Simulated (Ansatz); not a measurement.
Nb$_{2}$O$_{5}$:
```xyz
7
Lattice="6.4474 1.9119 0.0000 -6.4474 1.9119 0.0000 -0.0494 0.0000 3.9826" Properties=species:S:1:pos:R:3 pbc="T T T"
Nb     4.5140     1.9119     3.7176
Nb    -4.5634     1.9119     0.2650
O      4.5048     1.9119     1.9434
O     -4.5541     1.9119     2.0392
O      0.0000     0.0000     0.0000
O      2.3826     1.9119     0.0157
O     -2.4320     1.9119     3.9669
```

The program Ansatz at the r²SCAN level (PAW) gives a gap of 2.74 eV without spin–orbit coupling, maximum at L2, minimum at Y2.

Question: What happens when spin–orbit coupling is switched on?

Answer: The gap decreases by 0.01 eV, to 2.73 eV; maximum at L2, minimum at Y2.

Question: Give the electron effective mass with spin–orbit coupling.

Answer: 0.48, 0.53, 1.9 mₑ (principal values).

Question: Give the hole effective mass with spin–orbit coupling.

Answer: 1.0, 2.7, 4.8 mₑ (principal values).

Space group C2/m. The first step of the workflow began from a Materials Project structure, measured or hypothetical; the Crystallography Open Database copy checked does not list it. COD files the formula under space group No. 3, 15, 139, so this cell is another polymorph or a model. Its standing as an ambient phase is unchecked. The cell was relaxed with r²SCAN under the symmetry of its start; whether a distortion lowers the energy is not shown. No spin polarisation was allowed.

Potentials: the later of the program's two PAW sets.
